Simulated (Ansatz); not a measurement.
Ga2Pt (fluorite or antifluorite type, Fm-3m) under volume change, r²SCAN in the plane-wave PAW code Ansatz, scaled uniformly.

```json
[
 {"V (Å³/atom)": "15.840", "E − E(relaxed) (meV/atom)": "71.8", "P (GPa)": "16.15"},
 {"V (Å³/atom)": "16.362", "E − E(relaxed) (meV/atom)": "29.9", "P (GPa)": "9.76"},
 {"V (Å³/atom)": "16.884", "E − E(relaxed) (meV/atom)": "7.0", "P (GPa)": "4.43"},
 {"V (Å³/atom)": "17.406", "E − E(relaxed) (meV/atom)": "0.0", "P (GPa)": "0.00"},
 {"V (Å³/atom)": "17.928", "E − E(relaxed) (meV/atom)": "[?]", "P (GPa)": "[?]"},
 {"V (Å³/atom)": "18.451", "E − E(relaxed) (meV/atom)": "23.4", "P (GPa)": "-6.75"},
 {"V (Å³/atom)": "18.973", "E − E(relaxed) (meV/atom)": "[?]", "P (GPa)": "[?]"}
]
```

Problem. What belongs in the gaps?

Solution. 
- 17.928, E − E(relaxed) (meV/atom): 6.2
- 17.928, P (GPa): -3.69
- 18.973, E − E(relaxed) (meV/atom): 49.6
- 18.973, P (GPa): -9.23

Problem. What does a third-order Birch–Murnaghan fit give for V₀, B₀ and B′?

Solution. V₀ = 17.41 Å³/atom, B₀ = 134 GPa, B′ = 5.2.

The workflow started from an entry of the Crystallography Open Database (COD). Whether it is the stable phase at ambient conditions was not checked. Symmetry was held in the r²SCAN relaxation; whether a distortion lowers the energy is not shown. The run is not spin-polarised. Scalar-relativistic: spin–orbit coupling is off unless named, which matters more the heavier the elements.

Potentials: the later of the program's two PAW sets.
